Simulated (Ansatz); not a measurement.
An ordered 8-atom cell of Ga₄AsP₃ on the zincblende lattice, 8 atoms and 82 valence electrons in a cell of about 167 Å³, was run 7 times in the PAW code Ansatz, each time on 4 threads of Arm Neoverse V2, on a shared host. The times are single readings and vary with the host's load.

```json
{"run": "relaxation, PBE", "k mesh": "8×8×8", "irreducible k": "65", "cutoff (eV)": "420", "plane waves": "3403", "bands": "50", "SCF iterations": "52", "wall time": "2.1 min", "peak host memory (GiB)": "0.79"}
{"run": "relaxation, r2SCAN", "k mesh": "8×8×8", "irreducible k": "65", "cutoff (eV)": "500", "plane waves": "4253", "bands": "50", "SCF iterations": "34", "wall time": "110 s", "peak host memory (GiB)": "1.1"}
{"run": "bands, PBE", "k mesh": "8×8×8", "irreducible k": "65", "cutoff (eV)": "420", "plane waves": "3295", "bands": "47", "SCF iterations": "8", "wall time": "26 s", "peak host memory (GiB)": "0.7"}
{"run": "single point, r2SCAN", "k mesh": "8×8×8", "irreducible k": "65", "cutoff (eV)": "500", "plane waves": "4253", "bands": "47", "SCF iterations": "8", "wall time": "32 s", "peak host memory (GiB)": "1.1"}
{"run": "single point, HSE06", "k mesh": "4×4×4", "irreducible k": "13", "cutoff (eV)": "420", "plane waves": "3295", "bands": "47", "SCF iterations": "22", "wall time": "3.7 min", "peak host memory (GiB)": "3.5"}
{"run": "single point, PBE+SOC", "k mesh": "8×8×8", "irreducible k": "65", "cutoff (eV)": "420", "plane waves": "3295", "bands": "94", "SCF iterations": "10", "wall time": "2.4 min", "peak host memory (GiB)": "2.6"}
{"run": "single point, PBE0", "k mesh": "4×4×4", "irreducible k": "13", "cutoff (eV)": "420", "plane waves": "3295", "bands": "47", "SCF iterations": "22", "wall time": "3.9 min", "peak host memory (GiB)": "3.5"}
```

The slowest run (single point, PBE0) took about 9 times as long as the quickest (bands, PBE).

Only the levels marked +SOC include spin-orbit coupling.
